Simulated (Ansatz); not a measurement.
Values for one crystal, relaxed and computed with LDA (plane waves, PAW; program Ansatz); other levels are named.

```yaml
volume_per_atom: 5.76 Å³
band_gap: 4.93 eV (indirect)
Largest static χ(2) component: 5.4 pm/V
Vibrational entropy at 300 K: 3.3 J/(K·mol of atoms)
debye_temperature_from_the_elastic_constants: 1930 K
Highest zone-centre frequency (without LO–TO term): 1135 cm^-1
hill_bulk_and_shear_moduli: 402 and 404 GPa
```

**Question.** Which compound is it?
A. Mg2SeS, P-4m2 (Mg on 2g, Se on 1b, S on 1d)
B. CsPbCl3, cubic perovskite
C. Hf3N4, I-43d (Hf on 12a, N on 16c)
D. BN, wurtzite

**Answer.** D, BN, wurtzite

Space group P6_3mc (wurtzite). The LDA relaxation kept the symmetry of its start; phonons on a q-mesh show no instability.

Potentials: the later of the program's two PAW sets.
